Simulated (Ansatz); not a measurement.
The start is a relaxed Ni cell, doubled along one cell vector, shaken by Gaussian noise of σ = 0.08 Å a coordinate. A full variable-cell relaxation at zero pressure is run with r2SCAN (plane waves to 500 eV, PAW, scalar-relativistic; Ansatz, an electronic-structure program). The first steps use a coarse 15×15×4 k-mesh.

Starting cell:
```
CELL_PARAMETERS angstrom
      2.44682     0.00000     0.00000
     -1.22341     2.11900     0.00000
      0.00000     0.00000     8.14600
ATOMIC_POSITIONS crystal
  Ni 0.32629 0.69533 0.10768
  Ni 0.41162 0.73228 0.61482
  Ni 0.60877 0.24423 0.36790
  Ni 0.63967 0.27125 0.86480
```
Spin-polarised start, with parallel moments on Ni.

```yaml
largest_initial_force: 0.83 eV/Å, on Ni3 (atoms numbered as listed)
relative_to_the_parent: It relaxes back to the parent, P6₃/mmc (No. 194)
band_gap_at_the_end: zero (metallic)
moments_at_the_end: net 0.71 μB/atom, ferromagnetic
optimiser_moves: 7
```

It ends as:

```cif
data_Ni2
_chemical_formula_sum 'Ni2'
_space_group_name_H-M_alt 'P63/mmc'
_space_group_IT_number 194
_space_group_name_Hall '-P 6c 2c'
_cell_length_a 2.44682
_cell_length_b 2.44682
_cell_length_c 4.07299
_cell_angle_alpha 90.000
_cell_angle_beta 90.000
_cell_angle_gamma 120.000
loop_
_atom_site_label
_atom_site_type_symbol
_atom_site_symmetry_multiplicity
_atom_site_Wyckoff_symbol
_atom_site_fract_x
_atom_site_fract_y
_atom_site_fract_z
_atom_site_occupancy
Ni1 Ni 2 d 0.66667 0.33333 0.25000 1
```

Final values are on a 22×22×12 k-mesh of the relaxed cell. Spin state reached: ferromagnetic (net 0.71 μB/atom), from parallel starting moments; other spin orders were not run from this start. r2SCAN tends to overstate moments in metals.

The relaxed structure here is a generated cell of Ni: the first start was made by placing the elements on the sites of a structure type, and the end was not matched to a known phase here, so it may be hypothetical. Known forms of Ni include space group No. 225.
